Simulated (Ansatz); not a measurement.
Ta: eigenvalues along the path

```
CELL_PARAMETERS angstrom
0.00000 2.08890 2.11000
2.08890 0.00000 2.11000
2.08890 2.08890 0.00000
ATOMIC_POSITIONS crystal
Ta 0.00000 0.00000 0.00000
```

The cell comes from COD entry 1534932, which wasn't checked; take it as a given geometry. The listed cell was then made from it by scaling, straining or moving an atom.

Spin–orbit coupling is left out, though it moves levels of the heavy atoms by tenths of an eV or more.

Theory: DFT, PBEsol, all-electron LAPW, scalar-relativistic (Ansatz 0.2.0).

Sampling and basis: a Γ-centred 17×17×17 k mesh, Fermi–Dirac smearing of 0.05 eV, basis error target 1 meV/atom, no spin polarisation.

Path points, in fractions of the reciprocal vectors: Γ (0.000, 0.000, 0.000), X (0.000, 0.500, 0.500), P (0.250, 0.750, 0.500), N (0.000, 0.500, 0.000), M (0.500, 0.500, 0.000), S (0.373, 0.627, 0.000), S0 (-0.373, 0.373, 0.000). Levels in eV from the Fermi level; bands 10 to 21, counted from the lowest band of the run. The gap is zero.

```
# k(1/Å) point b10 b11 b12 b13 b14 b15 b16 b17 b18 b19 b20 b21
0.000 Γ -19.28 -19.28 -19.28 -19.28 -19.22 -19.22 -19.22 -8.21 0.33 0.47 0.47 3.39
0.301 - -19.28 -19.28 -19.28 -19.28 -19.22 -19.22 -19.22 -7.67 -0.10 0.67 0.78 2.83
0.602 - -19.28 -19.27 -19.27 -19.26 -19.24 -19.24 -19.23 -6.23 -1.28 1.33 1.67 1.73
0.902 - -19.27 -19.27 -19.26 -19.26 -19.25 -19.25 -19.24 -4.70 -2.42 0.52 3.26 3.27
1.203 - -19.27 -19.27 -19.26 -19.26 -19.26 -19.26 -19.23 -4.37 -3.19 1.79 5.21 5.30
1.504 X -19.28 -19.26 -19.26 -19.26 -19.25 -19.25 -19.22 -4.51 -3.45 3.08 5.88 6.56
1.653 - -19.28 -19.26 -19.26 -19.26 -19.26 -19.25 -19.22 -4.40 -3.36 2.66 5.49 6.71
1.802 - -19.28 -19.26 -19.26 -19.26 -19.26 -19.25 -19.22 -4.07 -3.07 1.75 4.50 6.71
1.951 - -19.28 -19.26 -19.26 -19.26 -19.26 -19.25 -19.22 -3.59 -2.60 0.73 3.32 6.71
2.100 - -19.27 -19.27 -19.26 -19.26 -19.26 -19.25 -19.22 -3.11 -1.96 -0.26 2.35 6.72
2.248 P -19.27 -19.27 -19.27 -19.26 -19.26 -19.25 -19.22 -2.88 -1.17 -1.17 1.94 6.72
2.461 - -19.28 -19.27 -19.27 -19.26 -19.26 -19.25 -19.22 -2.68 -1.66 -1.00 2.18 5.93
2.674 - -19.28 -19.28 -19.27 -19.26 -19.25 -19.24 -19.23 -2.65 -2.12 -0.51 1.99 5.25
2.886 - -19.29 -19.28 -19.28 -19.25 -19.25 -19.23 -19.23 -3.67 -1.27 0.14 1.07 5.53
3.099 - -19.30 -19.28 -19.28 -19.25 -19.24 -19.23 -19.22 -4.43 -0.31 0.35 0.68 5.85
3.312 N -19.30 -19.28 -19.28 -19.25 -19.24 -19.23 -19.22 -4.71 0.11 0.25 0.77 5.87
3.571 - -19.30 -19.28 -19.28 -19.25 -19.25 -19.24 -19.22 -4.83 0.08 0.26 0.40 5.25
3.831 - -19.29 -19.27 -19.27 -19.25 -19.25 -19.25 -19.22 -5.50 -0.70 0.61 0.75 4.04
4.091 - -19.29 -19.27 -19.27 -19.27 -19.24 -19.24 -19.22 -6.74 -0.53 0.81 0.93 3.20
4.350 - -19.29 -19.28 -19.28 -19.28 -19.23 -19.22 -19.22 -7.81 0.08 0.56 0.65 3.23
4.610 Γ -19.28 -19.28 -19.28 -19.28 -19.22 -19.22 -19.22 -8.21 0.33 0.47 0.47 3.39
4.908 - -19.28 -19.28 -19.28 -19.28 -19.23 -19.22 -19.22 -7.68 -0.20 0.80 0.80 2.69
5.206 - -19.28 -19.27 -19.27 -19.26 -19.24 -19.23 -19.23 -6.26 -1.33 1.21 1.77 1.77
5.503 - -19.27 -19.27 -19.27 -19.26 -19.25 -19.25 -19.24 -4.75 -2.43 0.41 3.33 3.33
5.801 - -19.27 -19.26 -19.26 -19.26 -19.26 -19.26 -19.23 -4.41 -3.17 1.64 5.30 5.30
6.099 M -19.28 -19.26 -19.26 -19.26 -19.26 -19.26 -19.22 -4.53 -3.43 2.90 5.90 6.63
6.207 - -19.28 -19.26 -19.26 -19.26 -19.26 -19.26 -19.22 -4.46 -3.38 2.68 5.71 6.58
6.316 - -19.28 -19.26 -19.26 -19.26 -19.26 -19.26 -19.22 -4.29 -3.23 2.17 5.23 6.43
6.424 - -19.28 -19.27 -19.26 -19.26 -19.26 -19.25 -19.22 -4.03 -2.98 1.56 4.62 6.20
6.533 - -19.28 -19.27 -19.26 -19.26 -19.26 -19.25 -19.22 -3.71 -2.66 0.93 3.99 5.88
6.641 S -19.28 -19.27 -19.26 -19.26 -19.25 -19.25 -19.22 -3.36 -2.33 0.36 3.40 5.49
7.005 - -19.28 -19.28 -19.27 -19.25 -19.25 -19.24 -19.23 -3.24 -1.70 -0.17 1.72 5.43
7.368 - -19.30 -19.28 -19.28 -19.25 -19.25 -19.23 -19.22 -4.50 -0.27 0.43 0.67 5.80
7.732 - -19.30 -19.28 -19.28 -19.25 -19.25 -19.23 -19.22 -4.50 -0.27 0.43 0.67 5.80
8.095 - -19.28 -19.28 -19.27 -19.25 -19.25 -19.24 -19.23 -3.24 -1.70 -0.17 1.72 5.43
8.459 S0 -19.28 -19.27 -19.26 -19.26 -19.25 -19.25 -19.22 -3.36 -2.33 0.36 3.40 5.49
8.776 - -19.29 -19.27 -19.27 -19.26 -19.25 -19.24 -19.23 -2.64 -1.76 -0.89 2.14 4.13
9.093 - -19.29 -19.27 -19.27 -19.26 -19.25 -19.24 -19.23 -4.08 -1.32 -0.49 1.74 2.71
9.409 - -19.29 -19.28 -19.27 -19.26 -19.25 -19.24 -19.22 -6.05 -0.93 0.62 1.51 2.17
9.726 - -19.29 -19.28 -19.28 -19.28 -19.23 -19.23 -19.22 -7.61 -0.05 0.64 0.73 3.07
10.043 Γ -19.28 -19.28 -19.28 -19.28 -19.22 -19.22 -19.22 -8.21 0.33 0.47 0.47 3.39
```
